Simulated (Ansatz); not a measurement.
K2TeOF4 in space group Cmcm (No. 63; Pearson symbol oS32), r²SCAN (plane waves, PAW; program Ansatz). The conduction-band minimum lies on the T–Y line, 60 % of the way from T, with 2 equivalent valleys. Second derivatives d²E/dk² of the lowest band at one valley (eV·Å²), along Cartesian directions:

```json
[
 {"direction": "[100]", "d²E/dk²": "5.824"},
 {"direction": "[010]", "d²E/dk²": "4.764"},
 {"direction": "[001]", "d²E/dk²": "4.229"},
 {"direction": "[110]", "d²E/dk²": "5.294"},
 {"direction": "[101]", "d²E/dk²": "5.027"},
 {"direction": "[011]", "d²E/dk²": "4.497"}
]
```

Problem. Find the principal effective masses, the density-of-states mass and the conductivity mass.

Solution. Off-diagonal terms follow from H_xy = H[110] − (H_xx + H_yy)/2, and m*/mₑ = 7.620 eV·Å² over each eigenvalue: 1.3, 1.6, 1.8. One valley's DOS mass (m₁m₂m₃)^(1/3) = 1.6, conductivity mass 3/(Σ 1/mᵢ) = 1.5 mₑ.

Problem. What effective density of states Nc follows at 300 K for parabolic valleys?

Solution. Nc = 2.509e19 × 2 × (1.6)^(3/2) ≈ 1.0e20 cm⁻³.

The workflow started from a Materials Project entry (that database holds measured and hypothetical structures alike); the Crystallography Open Database files this formula in space group No. 63, but the cells were not matched. Whether it is the stable phase at ambient conditions was not checked. Symmetry was held in the r²SCAN relaxation; whether a distortion lowers the energy is not shown. Spin–orbit coupling is left out wherever it is not named.

Potentials: the later of the program's two PAW sets.

Edges and masses are those of Kohn–Sham bands, whose gap is no quasiparticle gap.
